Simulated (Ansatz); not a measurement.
Input and command of a calculation in Ansatz (plane waves; scalar-relativistic PAW potentials unless the input names others):

```yaml
crystal:
  lattice:
    - [2.8080864046, 0.0, 0.0]
    - [-1.4040432023, 2.4318741624, 0.0]
    - [0.0, 0.0, 4.6890805712]
  atoms:
    - { symbol: Al, position: [0.6666666667, 0.3333333333, 0.75] }
    - { symbol: Al, position: [0.3333333333, 0.6666666667, 0.25] }
basis:
  ecutwfc: 500
kpoints:
  mp_grid: { grid: [18, 18, 10] }
hamiltonian:
  xc: r2scan
scf:
  occupations: { method: fixed }
  max_iter: 80
output:
  forces: true
  eigenvalues: true
  stress: true
```

```bash
ansatz run input.yaml --threads 1 --pin off --max-ram 2560MiB --backend cpu --events-out ev --progress --plain --runs-dir out
```

Abridged log:
```
Pseudopotentials: kind: paw
Pseudopotential: Al, paw, valence charge 3, recommended cutoff 500 eV (meta_gga)
Functional definition: r2SCAN
Crystal: 2 atoms, lattice volume = 32.021 Å³
Basis set: ecut = 500 eV, 785 PW (Γ), exchange–correlation on 96×96×144 points (64 copies of the dense FFT grid, shifted against one another)
Bands: 7, of which v1, the nominal top of the filled ones, is band 3 counted from 1 (2 counted from 0)
Symmetry: 24 space group operations
Space group: P63/mmc (ITA 194), of the structure as read, at distance tolerance 3.2e-5 Å
k-points: 222 of 3240
Initial density: superposition of atomic densities (neutral atoms: chi_scale 0, normalization atom), corrected by the library's trained network
Initial wavefunctions: pseudopotential atomic-orbital guess
Functional: x = r2scan, c = r2scan; τ floored in thin density (d = 2e-4 eV/Å³)
SCF iter   1: F=—  HF=-1079.420883 eV  |F-HF|=—  |Δ(HF+E_count)|=         —  Δρ=6.19e-3  dr2=1.34e-2  dr2_τ=1.12e-2  ethr=1.77e-3  ⟨swp⟩=4.5  Hψ=10987  notcnv=0  defer=182
SCF iter   2: F=—  HF=-1079.435674 eV  |F-HF|=—  |Δ(HF+E_count)|=   1.48e-2  Δρ=3.32e-3  dr2=3.67e-3  dr2_τ=1.03e-5  ethr=2.23e-4  ⟨swp⟩=3.0  Hψ=4534  notcnv=0  defer=395
SCF iter   3: F=—  HF=-1079.435316 eV  |F-HF|=—  |Δ(HF+E_count)|=   3.58e-4  Δρ=3.64e-4  dr2=4.02e-5  dr2_τ=2.96e-7  ethr=6.12e-5  ⟨swp⟩=1.9  Hψ=1836  notcnv=0  defer=352
SCF iter   4: F=—  HF=-1079.435317 eV  |F-HF|=—  |Δ(HF+E_count)|=   8.71e-7  Δρ=7.91e-5  dr2=1.64e-6  dr2_τ=1.63e-8  ethr=6.70e-7  ⟨swp⟩=1.0  Hψ=1557  notcnv=0  defer=44
SCF iter   5: F=-1079.435318 eV  HF=-1079.435318 eV  |F-HF|=9.94e-10  |Δ(HF+E_count)|=   4.98e-7  Δρ=7.65e-6  dr2=2.11e-8  dr2_τ=1.49e-10  ethr=2.73e-8  ⟨swp⟩=1.3  Hψ=1686  notcnv=0  defer=49
SCF iter   6: F=-1079.435317 eV  HF=-1079.435317 eV  |F-HF|=1.57e-11  |Δ(HF+E_count)|=   1.25e-7  Δρ=1.45e-6  dr2=6.91e-10  dr2_τ=9.55e-13  ethr=3.52e-10  ⟨swp⟩=4.7  Hψ=9718  notcnv=0
SCF 1 converged in 6 iterations: F = -1079.435317 eV  dr2 = 6.91e-10
SCF converged after 6 iterations
Free energy (F): -1079.435317 eV
Harris-Foulkes:  -1079.435317 eV  (|F-HF|=1.57e-11)
Internal energy: -1079.435317 eV  (E = F + TS)
E sigma→0 (E₀):  -1079.435317 eV
Fermi energy:    12.526857 eV
--- Forces (eV/Å), atoms counted from 1 ---
  atom   1  Al     0.00000000     0.00000000     0.00000000
  atom   2  Al     0.00000000     0.00000000     0.00000000
--- Stress (GPa, compression-positive) ---
       -7.084246       0.000000       0.000000
        0.000000      -7.084246       0.000000
        0.000000       0.000000      20.019874
  P = ⅓ Tr σ = 1.9505 GPa (19.505 kbar)
```

Q: Find the fault.

A: The fault is fixed occupations on a metal: they fill the same number of bands at every k-point, while the true filling differs from point to point (scf.occupations: {"method": "gaussian", "width": 0.1} → {"method": "fixed"}, the first being the value of the sound run). Setting it back cures it. The log, from which this was withheld above, says: «WARN: a fill by count may have filled part of one level: at k-index 53 the highest filled band, 6.029279 eV, and the lowest empty band, 6.029279 eV, stand 8.882e-16 eV apart, within the solve's uncertainty, 3.162e-4 eV. If they are one level, whatever splits it, however little, can move the result. A smearing (`scf.occupations.method` with a `width`) well over the split that the run's distortions make …» The run converged all the same, with an energy at zero smearing 652 meV/atom above the reference's, pressure 1.95 GPa, largest force 0.000 eV/Å, no gap on the mesh, so convergence alone doesn't show that an input is right. A reference run from the same start on usual settings converged with pressure 0.00 GPa, largest force 0.000 eV/Å, no gap on the mesh.

The run took 9 s on 1 thread of AMD EPYC 7R43 64-Core Processor (Zen 3), with other jobs on the host, peak memory 0.47 GiB.